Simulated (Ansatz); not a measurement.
**Axial (c/a) deformation path in Ba$_{2}$N**

Method: DFT r2SCAN, scalar-relativistic, plane waves, PAW (Ansatz 0.2.0). The runs took a 500 eV cutoff, a Γ-centred 18×18×18 mesh and Gaussian smearing (0.15 eV). No spin polarisation. Energies are free energies at this smearing, counted from the undisturbed cell; pressure is positive in compression.

The undisturbed cell (as given, not relaxed at this level; it stands at 1.1 GPa, and it needn't be the usual structure):

```yaml
crystal:
  lattice:
    - [1.99540, 1.15204, 7.35967]
    - [-1.99540, 1.15204, 7.35967]
    - [0.00000, -2.30409, 7.35967]
  atoms:
    - { symbol: Ba, position: [0.26690, 0.26690, 0.26690] }
    - { symbol: Ba, position: [0.73310, 0.73310, 0.73310] }
    - { symbol: N, position: [0.00000, 0.00000, 0.00000] }
```

At fixed volume and fractional coordinates, lengths along (0.000, 0.000, 1.000) are scaled against those across it; ρ is that ratio over its starting value. The cell is metallic on the mesh throughout.

```csv
ρ,ΔE (meV/atom)
0.850,105.9
0.920,36.9
1.000,0.0
1.100,17.6
1.200,103.7
```

Question: Predict the pressure (GPa) at each point.

Answer:
```
    ρ  pressure (GPa)
0.850             0.9
0.920             1.1
1.000             1.1
1.100             0.7
1.200            -0.1
```

Cost: 5 runs of about 10 core-minutes in all, on Arm Neoverse V2 (shared hosts).